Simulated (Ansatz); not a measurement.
Level of theory: DFT PBE, scalar-relativistic, plane waves, PAW (Ansatz). All cells share a 420 eV cutoff and Γ-centred k meshes spaced at most about 0.3 Å⁻¹ (about 0.25 or finer for metals, 2π included). No spin polarisation in the final relaxations.

These are static total energies at zero pressure.

Two forms of Mg3Te2O were relaxed alike.

A.

```cif
data_structure
_symmetry_space_group_name_H-M 'P-3m1'
_symmetry_Int_Tables_number 164
_cell_length_a 3.8729
_cell_length_b 3.8729
_cell_length_c 9.5029
_cell_angle_alpha 90.000
_cell_angle_beta 90.000
_cell_angle_gamma 120.000
_cell_volume 123.44
loop_
_atom_site_label
_atom_site_type_symbol
_atom_site_symmetry_multiplicity
_atom_site_Wyckoff_symbol
_atom_site_fract_x
_atom_site_fract_y
_atom_site_fract_z
_atom_site_occupancy
Mg1 Mg 2 d 0.66667 0.33333 0.61701 1
Mg2 Mg 1 a 0.00000 0.00000 0.00000 1
Te1 Te 2 d 0.66667 0.33333 0.19006 1
O1 O 1 b 0.00000 0.00000 0.50000 1
```

B.

```cif
data_structure
_symmetry_space_group_name_H-M 'P6/mmm'
_symmetry_Int_Tables_number 191
_cell_length_a 7.1757
_cell_length_b 7.1757
_cell_length_c 3.9656
_cell_angle_alpha 90.000
_cell_angle_beta 90.000
_cell_angle_gamma 120.000
_cell_volume 176.84
loop_
_atom_site_label
_atom_site_type_symbol
_atom_site_symmetry_multiplicity
_atom_site_Wyckoff_symbol
_atom_site_fract_x
_atom_site_fract_y
_atom_site_fract_z
_atom_site_occupancy
Mg1 Mg 3 g 0.50000 0.00000 0.50000 1
Te1 Te 2 c 0.33333 0.66667 0.00000 1
O1 O 1 a 0.00000 0.00000 0.00000 1
```

**Question.** Which is lower in energy, and by how much?

**Answer.** A is lower, by 1.06 eV/atom. A has space group P-3m1 (No. 164), 20.6 Å³/atom and no gap on its mesh; B has space group P6/mmm (No. 191), 29.5 Å³/atom and no gap. Counting O or Te atoms around Mg (for each partner element, those within 1.25 times its shortest distance or 1.15 times the sum of covalent radii, where it is the nearest in units of that sum or under 1.3; a plus sign parts groups by distance over the sum of covalent radii; a slash parts the counts of unlike sites), A has Mg 3+3/6 and B has Mg 4. The denser one is the lower, and pressure would at first widen the difference. Both come from invented guesses.

These runs have no spin–orbit coupling, which can matter for Te. The zero gap of P-3m1 may come from the functional, which often closes small gaps. O stands nearly free of neighbours here, and without spin polarisation the energy of such atoms comes out too high. A magnetic state wasn't ruled out in cells without spin, among them P6/mmm. Cells relaxed within their symmetry can be saddle points.
